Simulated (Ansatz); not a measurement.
K:
```cif
data_K2
_chemical_formula_sum 'K2'
_space_group_name_H-M_alt 'P 1'
_space_group_IT_number 1
_cell_length_a 4.66616
_cell_length_b 4.66616
_cell_length_c 7.54830
_cell_angle_alpha 90.000
_cell_angle_beta 90.000
_cell_angle_gamma 119.989
loop_
_space_group_symop_operation_xyz
  'x, y, z'
loop_
_atom_site_label
_atom_site_type_symbol
_atom_site_fract_x
_atom_site_fract_y
_atom_site_fract_z
_atom_site_occupancy
K1 K 0.83333 0.16667 0.25000 1
K2 K 0.16667 0.83333 0.75000 1
```

Relaxed with PBEsol.

### Question
Which orbitals make up the states near the Fermi level in DFT-PBEsol in the program Ansatz with PAW potentials?

### Answer
Within 0.5 eV of the Fermi level: K 4s 87 %, outside the projected shells 12 %. Projections are on Löwdin-orthogonalised atomic valence shells; empty p or d shells of many metals are not among them.

### Question
Tabulate the density of states.

### Answer
States/eV per cell of 2 atoms, in 0.25 eV bins, energy from the Fermi level.

```csv
E (eV),total,K 4s,K 3p
-2.35,0.00,0.00,0.00
-2.10,0.21,0.20,0.00
-1.85,0.47,0.46,0.00
-1.60,0.66,0.65,0.01
-1.35,0.76,0.74,0.01
-1.10,0.92,0.90,0.01
-0.85,1.05,1.02,0.01
-0.60,1.19,1.14,0.01
-0.35,1.32,1.25,0.01
-0.10,1.51,1.37,0.01
0.15,1.64,1.42,0.01
0.40,1.79,1.38,0.01
0.65,2.12,1.35,0.00
0.90,2.01,0.83,0.00
1.15,2.39,0.49,0.00
1.40,3.15,0.38,0.00
1.65,2.93,0.19,0.00
1.90,3.10,0.21,0.00
2.15,2.03,0.12,0.00
2.40,2.48,0.09,0.00
2.65,3.37,0.14,0.00
2.90,4.26,0.13,0.00
3.15,4.10,0.07,0.00
3.40,2.75,0.04,0.00
3.65,2.38,0.03,0.00
3.90,2.86,0.02,0.00
4.15,4.78,0.08,0.00
4.40,4.65,0.10,0.00
```

Space group P6_3/mmc (hcp (Mg type)). The first step of the workflow began from a Materials Project structure, measured or hypothetical; the Crystallography Open Database copy checked does not list it. It is not the phase usual at ambient conditions (space group No. 229). The cell was relaxed with PBEsol under the symmetry of its start; whether a distortion lowers the energy is not shown.

Potentials: the later of the program's two PAW sets.
